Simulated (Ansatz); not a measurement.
Molecular dynamics on a 2×2×1 supercell (16 atoms) of CdSiSb2 (ordering on zincblende), relaxed with r2SCAN. Forces come from r2SCAN in Ansatz 0.2.0: constant energy and volume (NVE), velocities drawn at 1000 K, steps of 1 fs. Computed, non-magnetic; the trajectory is short and the cell small, so nothing here is a converged average. The structure comes from a prototype and may be hypothetical.

```yaml
crystal:
  lattice:
    - [8.6924272805, 0.0, 0.0]
    - [0.0, 8.6924272805, 0.0]
    - [0.0, 0.0, 6.4620353552]
  atoms:
    - { symbol: Cd, position: [0.0, 0.0, 0.0] }
    - { symbol: Sb, position: [0.0, 0.25, 0.2671719486] }
    - { symbol: Si, position: [0.25, 0.25, 0.5] }
    - { symbol: Sb, position: [0.25, 0.0, 0.7328280514] }
    - { symbol: Cd, position: [0.0, 0.5, 0.0] }
    - { symbol: Sb, position: [0.0, 0.75, 0.2671719486] }
    - { symbol: Si, position: [0.25, 0.75, 0.5] }
    - { symbol: Sb, position: [0.25, 0.5, 0.7328280514] }
    - { symbol: Cd, position: [0.5, 0.0, 0.0] }
    - { symbol: Sb, position: [0.5, 0.25, 0.2671719486] }
    - { symbol: Si, position: [0.75, 0.25, 0.5] }
    - { symbol: Sb, position: [0.75, 0.0, 0.7328280514] }
    - { symbol: Cd, position: [0.5, 0.5, 0.0] }
    - { symbol: Sb, position: [0.5, 0.75, 0.2671719486] }
    - { symbol: Si, position: [0.75, 0.75, 0.5] }
    - { symbol: Sb, position: [0.75, 0.5, 0.7328280514] }
kpoints:
  mp_grid: { grid: [2, 2, 2] }
hamiltonian:
  xc: r2scan
scf:
  occupations: { method: fermi_dirac, width: 0.086 }
md:
  ensemble: nve
  temperature: 1000
  timestep: 1.0
  n_steps: 40
  initial_velocities: maxwell_boltzmann
  seed: 719
```

Command: `ansatz run input.yaml --threads 4 --pin off --max-ram 3686MiB --backend cpu --events-out ev --progress --plain --runs-dir out`. It ended after 7.6 min on 4 threads of Arm Neoverse V1, on a shared host; peak host memory 2.9 GiB.

```
step  t (fs)  T (K)  free energy F from step 0 (meV/atom)  kinetic energy (meV/atom)  largest force (eV/Å)
   0       0   1000                                   0.0                      121.2                  0.08
   1       1    999                                   0.2                      121.0                  0.13
   2       2    995                                   0.6                      120.6                  0.19
   3       3    990                                   1.2                      119.9                  0.28
   4       4    982                                   2.1                      119.0                  0.37
   5       5    973                                   3.3                      117.9                  0.46
   6       6    962                                   4.7                      116.5                  0.55
   7       7    949                                   6.2                      115.0                  0.64
   8       8    934                                   8.0                      113.2                  0.72
   9       9    918                                  10.0                      111.2                  0.81
  10      10    900                                  12.1                      109.1                  0.89
  11      11    882                                  14.3                      106.9                  0.97
  12      12    862                                  16.7                      104.5                  1.04
  13      13    842                                  19.2                      102.0                  1.12
  14      14    821                                  21.7                       99.5                  1.19
  15      15    800                                  24.3                       96.9                  1.25
  16      16    778                                  26.9                       94.3                  1.31
  17      17    756                                  29.5                       91.7                  1.37
  18      18    735                                  32.1                       89.1                  1.43
  19      19    714                                  34.7                       86.5                  1.48
  20      20    693                                  37.2                       84.0                  1.52
  21      21    674                                  39.6                       81.6                  1.56
  22      22    655                                  41.9                       79.4                  1.59
  23      23    637                                  44.0                       77.2                  1.62
  24      24    620                                  46.0                       75.2                  1.65
  25      25    605                                  47.9                       73.3                  1.66
  26      26    591                                  49.6                       71.6                  1.68
  27      27    578                                  51.2                       70.0                  1.68
  28      28    567                                  52.6                       68.7                  1.69
  29      29    557                                  53.7                       67.5                  1.68
  30      30    548                                  54.8                       66.4                  1.67
  31      31    541                                  55.6                       65.6                  1.66
  32      32    536                                  56.3                       64.9                  1.64
```

The temperature goes from 1000 K to 536 K in 32 fs. The atoms start on their lattice sites with kinetic energy alone, so much of it first passes into potential energy. The conserved energy stays within 0.03 meV an atom. By the last step the atoms have moved 0.14 Å in the root mean square, the drift of the whole cell taken out, 0.26 Å at most. The job's limit cut the run after 32 of 40 steps.

Positions (Å) and forces (eV/Å) at step 32:
```
Cd  -0.106   0.064  -0.151     0.799  -0.445   0.339
Sb   0.091   2.111   1.707    -0.053  -0.160   0.865
Si   2.391   2.313   3.243    -1.373  -0.889   0.116
Sb   2.227  -0.023   4.613    -0.592   0.257   0.119
Cd   0.047   4.314   0.135    -0.064  -0.166  -0.842
Sb  -0.026   6.447   1.758     0.358   0.982  -0.080
Si   2.218   6.385   3.259    -0.066   1.062  -0.838
Sb   2.262   4.383   4.756    -0.177  -0.459   0.783
Cd   4.215  -0.052   0.027    -0.037   0.774  -0.392
Sb   4.370   2.152   1.734     0.568  -0.202  -0.375
Si   6.458   2.145   3.272     0.795   0.860  -0.196
Sb   6.396   0.107   4.783    -0.176  -1.011  -0.654
Cd   4.421   4.328   0.131    -0.081  -0.266  -0.578
Sb   4.323   6.546   1.577    -0.238  -0.476   1.317
Si   6.454   6.475   3.095     0.008   0.366   1.036
Sb   6.509   4.403   4.801     0.328  -0.229  -0.618
```
